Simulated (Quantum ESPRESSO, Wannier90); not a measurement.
## Mg₂Si (Fm-3m), plane waves to Wannier functions

Materials Project entry mp-1367; symmetrised, unrelaxed at this level. COD (Crystallography Open Database) has an entry of this formula and space group (matched by these alone). Level: PBEsol, no spin polarisation, no spin-orbit coupling; pw.x of Quantum ESPRESSO at 68 Ry with PseudoDojo potentials, 8×8×8 k-points, Wannier90. Density: 8×8×8 mesh, cold smearing 0.01 Ry. The gap is small at this level and was sampled on the meshes and a path alone.

On the energy scale of pw.x, whose zero is arbitrary, the valence-band maximum lies at 5.85 eV.

Input w.win:

```
num_bands = 3
num_wann = 3
exclude_bands = 1-9,13-29
num_iter = 800
conv_tol = 1.0e-6
conv_window = 4
write_hr = true
write_u_matrices = true
auto_projections = true
begin unit_cell_cart
ang
    0.0000000000    3.1698200000    3.1698200000
    3.1698200000    0.0000000000    3.1698200000
    3.1698200000    3.1698200000    0.0000000000
end unit_cell_cart
begin atoms_frac
Mg   0.2500000000  0.2500000000  0.2500000000
Mg  -0.2500000000 -0.2500000000 -0.2500000000
Si   0.0000000000  0.0000000000  0.0000000000
end atoms_frac
mp_grid = 8 8 8
begin kpoints
0.0000000000 0.0000000000 0.0000000000
0.0000000000 0.0000000000 0.1250000000
0.0000000000 0.0000000000 0.2500000000
... (509 more lines: the 8x8x8 mesh through Gamma)
end kpoints
```

Input of pw2wannier90.x that gives the overlap and projection files (equivalent; here they were cut from one run over all bands):

```
&inputpp
  outdir = './out'
  prefix = 'pwscf'
  seedname = 'w'
  write_amn = .true.
  write_mmn = .true.
  atom_proj = .true.
  atom_proj_exclude = 1 2 3 4 5 6 7 8 9 10 11
/
```

Output w.wout (banner and timings cut):

```
                                    ------
                                    SYSTEM
                                    ------

                              Lattice Vectors (Ang)
                    a_1     0.000000   3.169820   3.169820
                    a_2     3.169820   0.000000   3.169820
                    a_3     3.169820   3.169820   0.000000

                   Unit Cell Volume:      63.69917  (Ang^3)

                        Reciprocal-Space Vectors (Ang^-1)
                    b_1    -0.991095   0.991095   0.991095
                    b_2     0.991095  -0.991095   0.991095
                    b_3     0.991095   0.991095  -0.991095

 *----------------------------------------------------------------------------*
 |   Site       Fractional Coordinate          Cartesian Coordinate (Ang)     |
 +----------------------------------------------------------------------------+
 | mg   1   0.25000   0.25000   0.25000   |    1.58491   1.58491   1.58491    |
 | mg   2  -0.25000  -0.25000  -0.25000   |   -1.58491  -1.58491  -1.58491    |
 | si   1   0.00000   0.00000   0.00000   |    0.00000   0.00000   0.00000    |
 *----------------------------------------------------------------------------*
                                ------------
                                K-POINT GRID
                                ------------

             Grid size =  8 x  8 x  8      Total points =  512

 *---------------------------------- MAIN ------------------------------------*
 |  Number of Wannier Functions               :                 3             |
 |  Number of Objective Wannier Functions     :                 3             |
 |  Number of input Bloch states              :                 3             |
 |  Output verbosity (1=low, 5=high)          :                 1             |
 |  Timing Level (1=low, 5=high)              :                 1             |
 |  Optimisation (0=memory, 3=speed)          :                 3             |
 |  Length Unit                               :               Ang             |
 |  Post-processing setup (write *.nnkp)      :                 F             |
 |  Using Gamma-only branch of algorithms     :                 F             |
 *----------------------------------------------------------------------------*
 *------------------------------- WANNIERISE ---------------------------------*
 |  Total number of iterations                :               800             |
 |  Number of CG steps before reset           :                 5             |
 |  Trial step length for line search         :             2.000             |
 |  Convergence tolerence                     :         0.100E-05             |
 |  Convergence window                        :                 4             |
 |  Iterations between writing output         :                 1             |
 |  Iterations between backing up to disk     :               100             |
 |  Write r^2_nm to file                      :                 F             |
 |  Write xyz WF centres to file              :                 F             |
 |  Write on-site energies <0n|H|0n> to file  :                 F             |
 |  Use guiding centre to control phases      :                 F             |
 |  Use phases for initial projections        :                 F             |
 *----------------------------------------------------------------------------*
 *-------------------------------- PLOTTING ----------------------------------*
 |  Plotting Hamiltonian in WF basis          :                 T             |
 *----------------------------------------------------------------------------*

       ... (k-mesh section left out)

 Starting a new Wannier90 calculation ...

 Reading overlaps from w.mmn

 Reading projections from w.amn

 *------------------------------- WANNIERISE ---------------------------------*
 +--------------------------------------------------------------------+<-- CONV
 | Iter  Delta Spread     RMS Gradient      Spread (Ang^2)            |<-- CONV
 +--------------------------------------------------------------------+<-- CONV

 ------------------------------------------------------------------------------
 Initial State
  WF centre and spread    1  (  0.000000, -0.000000, -0.000000 )     4.66531234
  WF centre and spread    2  ( -0.000000,  0.000000, -0.000000 )     4.66531234
  WF centre and spread    3  ( -0.000000, -0.000000, -0.000000 )     4.66531234
  Sum of centres and spreads ( -0.000000, -0.000000, -0.000000 )    13.99593701

      0     0.140E+02     0.0000000000       13.9959370145  <-- CONV
        O_D=      0.0000000 O_OD=      0.3952114 O_TOT=     13.9959370 <-- SPRD
 ------------------------------------------------------------------------------
      1    -0.283E-02     0.0403337014       13.9931055891  <-- CONV
        O_D=      0.0000000 O_OD=      0.3923800 O_TOT=     13.9931056 <-- SPRD
      2    -0.112E-03     0.0078330498       13.9929935039  <-- CONV
        O_D=      0.0000000 O_OD=      0.3922679 O_TOT=     13.9929935 <-- SPRD
      3    -0.175E-04     0.0038478572       13.9929759686  <-- CONV
        O_D=      0.0000000 O_OD=      0.3922504 O_TOT=     13.9929760 <-- SPRD
      4    -0.842E-06     0.0009091811       13.9929751271  <-- CONV
        O_D=      0.0000000 O_OD=      0.3922495 O_TOT=     13.9929751 <-- SPRD
      5    -0.435E-07     0.0002199718       13.9929750835  <-- CONV
        O_D=      0.0000000 O_OD=      0.3922495 O_TOT=     13.9929751 <-- SPRD
      6    -0.346E-08     0.0000599770       13.9929750801  <-- CONV
        O_D=      0.0000000 O_OD=      0.3922495 O_TOT=     13.9929751 <-- SPRD
      7    -0.497E-10     0.0000105005       13.9929750800  <-- CONV
        O_D=      0.0000000 O_OD=      0.3922495 O_TOT=     13.9929751 <-- SPRD
             <<<     Delta < 1.000E-06  over  4 iterations     >>>
             <<< Wannierisation convergence criteria satisfied >>>
 Final State
  WF centre and spread    1  (  0.000000, -0.000000, -0.000000 )     4.66432503
  WF centre and spread    2  ( -0.000000,  0.000000, -0.000000 )     4.66432503
  WF centre and spread    3  ( -0.000000, -0.000000, -0.000000 )     4.66432503
  Sum of centres and spreads ( -0.000000, -0.000000, -0.000000 )    13.99297508

         Spreads (Ang^2)       Omega I      =    13.600725589
        ================       Omega D      =     0.000000000
                               Omega OD     =     0.392249491
    Final Spread (Ang^2)       Omega Total  =    13.992975080
```
